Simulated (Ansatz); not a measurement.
Piezoelectric tensor of GaAs

All numbers below come from Ansatz 0.2.0, DFT HSE06, scalar-relativistic, plane waves, PAW. Plane waves to 420 eV; Γ-centred k mesh 6×6×6; fixed occupations. No spin polarisation.

The cell is fixed (symmetry leaves no force on the atoms) and stands under 0.0 GPa:
```
Ga As
1.0
     0.00000    2.84110    2.84110
     2.84110    0.00000    2.84110
     2.84110    2.84110    0.00000
Ga As
1 1
Direct
  0.00000 0.00000 0.00000
  0.25000 0.25000 0.25000
```

The cell is the ideal cubic zincblende prototype.

(1) Give the relaxed-ion proper piezoelectric stress tensor e_iJ (C/m², Voigt columns xx yy zz yz xz xy).

(2) With the elastic constants (GPa, Voigt order)
C11 = 118.0, C12 = 49.8, C13 = 49.8, C22 = 118.0, C23 = 49.8, C33 = 118.0, C44 = 59.7, C55 = 59.7, C66 = 59.7 GPa; the others vanish.
find the strain coefficients d = e·C⁻¹ (pC/N).

Answers

(1)
```
x    0.000  0.000  0.000 -0.232  0.000  0.000
y    0.000  0.000  0.000  0.000 -0.232  0.000
z    0.000  0.000  0.000  0.000  0.000 -0.232
```
Signs follow the orientation of the cell as given.

(2)
```
x    0.00  0.00  0.00 -3.89  0.00  0.00
y    0.00  0.00  0.00  0.00 -3.89  0.00
z    0.00  0.00  0.00  0.00  0.00 -3.89
```

Cost: 1 run of about 61 core-minutes, on Arm Neoverse V1 (shared hosts).